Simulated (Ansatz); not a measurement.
A vibration from a frozen displacement in YIn

These are results of Ansatz 0.2.0, DFT PBEsol, scalar-relativistic, plane waves, PAW, not measurements. Cutoff 420 eV, Γ-centred 12×12×12 k-points, Gaussian smearing of 0.15 eV. No spin polarisation. Energies are free energies at this smearing, counted from the undisturbed cell; pressure is positive in compression.

The undisturbed cell (as given, not relaxed at this level; it stands at -4.4 GPa, and it needn't be the usual structure):

```
Y In
1.0
     3.81000    0.00000    0.00000
     0.00000    3.81000    0.00000
     0.00000    0.00000    3.81000
Y In
1 1
Direct
  0.50000 0.50000 0.50000
  0.00000 0.00000 0.00000
```

Every Y atom is moved by x along the Cartesian unit vector (0.000, 0.000, 1.000); the cell and all other atoms stay fixed. The cell's volume is 55.31 Å³; the moved atoms weigh 88.906 u together and the others 114.818 u. Some rows repeat others by symmetry and weren't run.

| x (Å) | ΔE (meV/cell) | total force on the moved atoms along the move (eV/Å) | pressure (GPa) |
| --- | --- | --- | --- |
| -0.5000 | 308.58 | 1.2734 | -1.2413 |
| -0.4375 | 234.28 | 1.1040 | -1.9796 |
| -0.3750 | 170.56 | 0.9352 | -2.6200 |
| -0.3125 | 117.33 | 0.7686 | -3.1616 |
| -0.2500 | 74.40 | 0.6057 | -3.6041 |
| -0.1875 | 41.51 | 0.4477 | -3.9474 |
| -0.1250 | 18.33 | 0.2948 | -4.1919 |
| -0.0625 | 4.56 | 0.1462 | -4.3381 |
| 0.0000 | 0.00 | 0.0000 | -4.3867 |
| 0.0625 | 4.56 | -0.1462 | -4.3381 |
| 0.1250 | 18.33 | -0.2948 | -4.1919 |
| 0.1875 | 41.51 | -0.4477 | -3.9474 |
| 0.2500 | 74.40 | -0.6057 | -3.6041 |
| 0.3125 | 117.33 | -0.7686 | -3.1616 |
| 0.3750 | 170.56 | -0.9352 | -2.6200 |
| 0.4375 | 234.28 | -1.1040 | -1.9796 |
| 0.5000 | 308.58 | -1.2734 | -1.2413 |

Problem. What frequency belongs to this motion?

Solution. The force constant is k = −dF/dx = 2.339 eV/Å², from the parabola through x = -0.0625, 0 and 0.0625. In every cell the moved atoms swing against the rest, so the mass is μ = m₁m₂/(m₁ + m₂) = 50.107 u, and ν̃ = 521.5 cm⁻¹ × √(|k|/μ) = 113 cm⁻¹, at this cell's pressure of -4.4 GPa. To first order in x, and within 1 %, the force on every atom lies along the move and, within each of the two groups, in proportion to the atom's mass, so this is itself a mode at the zone centre of this cell.

Problem. How far does the harmonic law reach?

Solution. At x = -0.500 Å, kx²/2 = 292.40 meV against the computed 308.58 meV (+5.5 %): the well is still close to harmonic there.

Problem. The pressure changes with x². What does that say about the frequency under compression?

Solution. With E = k(V)x²/2, k ∝ V^(−2γ) and x scaling with the cell as V^(1/3), P − P0 = −∂E/∂V = (2γ − 2/3) ΔE/V. At x = 0.1250 Å, V(P − P0) = 55.31 × 0.19480 / 160.2 eV = 67.24 meV and ΔE = 18.33 meV, so γ = 1/3 + V(P − P0)/(2ΔE) = 2.17. This is the Grüneisen parameter of the motion under uniform scaling of the cell: shrinking the cell evenly by 1 % in volume raises the frequency by about 2.17 %.

In a metal these slopes depend on the k mesh and the smearing.